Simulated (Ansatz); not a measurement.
Input and command of a plane-wave DFT calculation in Ansatz:

```yaml
crystal:
  lattice:
    - [-3.314538, 3.314538, -3.314538]
    - [3.314538, -3.314538, -3.314538]
    - [-3.314538, -3.314538, 3.314538]
  atoms:
    - { symbol: Au, position: [0.5, 0.5, 0.4294541625] }
    - { symbol: Au, position: [0.5, 0.5, 0.0] }
    - { symbol: Au, position: [0.0, 0.5, 0.5] }
    - { symbol: Au, position: [0.0, 0.5, 0.0] }
    - { symbol: Au, position: [0.5, 0.0, 0.5] }
    - { symbol: Au, position: [0.5, 0.0, 0.0] }
    - { symbol: Au, position: [0.0, 0.0, 0.5] }
    - { symbol: Au, position: [0.0, 0.0, 0.0] }
basis:
  ecutwfc: 420
kpoints:
  mp_grid: { grid: [10, 10, 10] }
hamiltonian:
  xc: pbesol
scf:
  occupations: { method: gaussian, width: 0.15 }
output:
  forces: true
  stress: true
  eigenvalues: true
  write_density: true
  write_potential: true
  elf: true
  volumetric_format: npy
```

```bash
ansatz run input.yaml --threads 2 --pin off --max-ram 5120MiB --backend cpu --events-out ev --progress --plain --runs-dir out
```

Processor: Arm Neoverse V1, 2 threads, on a host shared with other jobs.

Estimate time, memory and problem size.

About 96 s on 2 threads of Arm Neoverse V1, with other jobs on the host, peak memory 1.2 GiB. It solves 92 bands at 116 k points (the mesh reduced by symmetry) with about 2899 plane waves, in 7 SCF iterations.
